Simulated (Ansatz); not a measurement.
## Tl₂PbCl₄ in 7 trial structures

Tl₂PbCl₄ was placed in 7 structures, borrowed from other compounds or built from prototypes, and relaxed with PBEsol and then r2SCAN+rVV10 in the PAW code Ansatz, symmetry kept. Energies are static, from a final single point; gaps are the least over its mesh and special points. No spin polarisation and no zero-point or thermal terms; whether a cell exists isn't addressed.

```tsv
start	ends in	volume (Å³/atom)	energy, r2SCAN+rVV10 (meV/atom)	gap, r2SCAN+rVV10 (eV)	shaken (PBEsol)
Bi2PbSe4 type (No. 166)	R-3m	32.88	157	0.86	returns (7 atoms)
Cu2WS4 type (No. 111)	P4/mmm	30.80	59	2.68	distorts, same energy
Al2ZnS4 type (No. 82)	I-4	46.11	234	3.37	falls 130 meV
K2PdF4 type (No. 12)	C2/m	31.39	119	2.21	falls 90 meV
Ti2NiS4 type (No. 12)	C2/m	29.43	0	2.32	falls 12 meV
K2MgH4 type (No. 139)	I4/mmm	34.76	82	2.59	falls 40 meV
K2PdCl4 type (No. 123)	P4/mmm	32.34	188	0.41	falls 122 meV
```
Energies count from the lowest cell; the last column tells what a randomly displaced small cell does when relaxed without symmetry, which tests only the distortions that fit it.

Of the symmetric cells the lowest is the one started from Ti2NiS4 type (No. 12), which ends in C2/m (No. 12), 59 meV an atom below the next (Cu2WS4 type (No. 111)). With PBEsol some shaken cells land within 15 meV an atom of the lowest symmetric one. Other structures, not tried here, could lie lower.

The cells shaken are PBEsol's, whose volumes can differ from those tabled by ten per cent. The falls are PBEsol's, in meV an atom on the shaken cell's own mesh; a cell that falls isn't a minimum, and its place in the table may change once it distorts.

The cells in order of energy (the first three):
- Ti2NiS4 type (No. 12): C2/m, 29.43 Å³ an atom. Tl is surrounded by 8 Cl at 3.19–3.52 Å; Pb is surrounded by 6 Cl at 2.86–2.89 Å; Cl is surrounded by 1 Pb at 2.86 Å and 5 Tl at 3.19–3.52 Å; Cl is surrounded by 2 Pb at 2.89 Å and 3 Tl at 3.22–3.46 Å.
- Cu2WS4 type (No. 111): P4/mmm, 30.80 Å³ an atom. Tl is surrounded by 8 Cl at 3.28–3.29 Å; Pb is surrounded by 8 Cl at 3.04 Å; Cl is surrounded by 2 Pb at 3.04 Å and 4 Tl at 3.28–3.29 Å.
- K2MgH4 type (No. 139): I4/mmm, 34.76 Å³ an atom. Around Tl lie 1 Cl at 2.87 Å; around Pb lie 6 Cl at 2.79–2.83 Å; around Cl lie 2 Pb at 2.79 Å; around Cl lie 1 Pb at 2.83 Å and 1 Tl at 2.87 Å.

The lowest symmetric cell:
```
CELL_PARAMETERS angstrom
6.02331 -2.18313 -0.59414
6.02331 2.18313 -0.59414
-2.97354 0.00000 8.12718
ATOMIC_POSITIONS crystal
Tl 0.34635 0.34635 0.33903
Tl 0.65365 0.65365 0.66097
Pb 0.00000 0.00000 0.00000
Cl 0.08168 0.08168 0.36408
Cl 0.91832 0.91832 0.63592
Cl 0.32801 0.32801 0.92846
Cl 0.67199 0.67199 0.07154
```

Spin-orbit coupling is left out; in compounds of Pb, Bi, Tl or Hg it can lower a gap by up to about 1 eV, split its edges or invert the bands.

For some runs the program warns that the potential is rough where the density is thin, which bears on the empty states there.
